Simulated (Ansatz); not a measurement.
Nb:
```
Nb
1.0
   -1.62380     1.62380     1.62380
    1.62380    -1.62380     1.62380
    1.62380     1.62380    -1.62380
Nb
1
Direct
  0.00000   0.00000   0.00000
```

Relaxed with LDA. Special points in fractions of this cell's reciprocal vectors: Γ (0.000, 0.000, 0.000); H (0.500, -0.500, 0.500); N (0.000, 0.000, 0.500); P (0.250, 0.250, 0.250).

Q: List the band energies nearest the Fermi level at these points for plane-wave PAW LDA (Ansatz code).

A: In eV from the Fermi level; about four levels below and three above (degenerate sets whole), none deeper than 8.9 eV; … stands for higher levels left out; points with the same levels are listed once.

| k | below | above |
|---|---|---|
| Γ | -6.00 | 0.33 0.33 0.33 |
| H | -4.04 -4.04 | … |
| N | -3.94 -1.83 | 2.60 3.47 … |
| P | -1.11 -1.11 -1.11 | … |

Space group Im-3m (bcc (W type)). The cell was relaxed with LDA under the symmetry of its start. No spin polarisation was allowed. Spin–orbit coupling is left out wherever it is not named.

Potentials: the earlier of the program's two PAW sets. The files were generated under PBE; for other functionals the program regenerates the frozen cores, and for LDA and PBEsol the local potential too.
